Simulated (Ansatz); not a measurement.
**Data sheet: C (DFT)**

C:
```
CELL_PARAMETERS angstrom
      2.50781     0.00000     0.00000
     -1.25390     2.17183     0.00000
      0.00000     0.00000    12.36866
ATOMIC_POSITIONS crystal
  C  0.66667 0.33333 0.35492
  C  0.33333 0.66667 0.64508
  C  0.33333 0.66667 0.85492
  C  0.66667 0.33333 0.14508
  C  0.66667 0.33333 0.02077
  C  0.33333 0.66667 0.97923
  C  0.33333 0.66667 0.52077
  C  0.66667 0.33333 0.47923
  C  0.00000 0.00000 0.68686
  C  0.00000 0.00000 0.31314
  C  0.00000 0.00000 0.18686
  C  0.00000 0.00000 0.81314
```

Space group P6_3/mmc (No. 194); conventional cell a = b = 2.5078 Å, c = 12.3687 Å, α = β = 90.00°, γ = 120.00°.

Method: the program Ansatz at the PBEsol level (PAW). The cell and atoms are relaxed at this level. Other levels are named where they apply.

### Cell and energy

```yaml
volume_per_atom: 5.61 Å³
density: 3.55 g/cm³
```

### Electronic structure

```yaml
band_gap: 4.33 eV (indirect)
valence_band_maximum: at Γ
conduction_band_minimum: on the Γ–M line, 74 % of the way from Γ (6 equivalent valleys)
smallest_direct_gap_on_the_standard_path: 5.36 eV
electron_effective_mass: 0.23, 0.74, 1.4 mₑ (principal values)
Hole effective mass, band 1 of 2 at the edge: 0.80 along x, 0.68 along z (mₑ)
Hole effective mass, band 2 of 2 at the edge: 0.28 along x, 0.68 along z (mₑ)
HSE06 gap on the PBEsol cell: 5.62 eV
```

### Mechanics

```yaml
Bulk modulus (Birch–Murnaghan fit): 450 GPa
Pressure derivative B′: 3.7
Elastic constants (relaxed ions, GPa): C11 = 1190, C12 = 108, C13 = 50.7, C33 = 1260, C44 = 487
mechanical_stability: stable (all eigenvalues of C positive)
hill_bulk_and_shear_moduli: 450 and 529 GPa
Young's modulus: 1140 GPa
Poisson's ratio: 0.08
debye_temperature_from_the_elastic_constants: 2230 K
```

### Dielectric response

```yaml
Electronic dielectric constant ε∞ (DFPT): 5.81 (xx = yy), 5.97 (zz)
```

### Phonons

```yaml
highest_zone_centre_frequency: 163.4 meV
zone_centre_stability: no imaginary mode at Γ
dynamical_stability_on_the_path: stable (no imaginary branch)
zero_point_energy: 180.8 meV/atom
Vibrational entropy at 300 K: 2.5 J/(K·mol of atoms)
```

The first step of the workflow began from a Materials Project structure, measured or hypothetical. Its sites differ from those of the usual phase in this space group: another stacking or structure type. The PBEsol relaxation kept the symmetry of its start.

Potentials: the later of the program's two PAW sets.
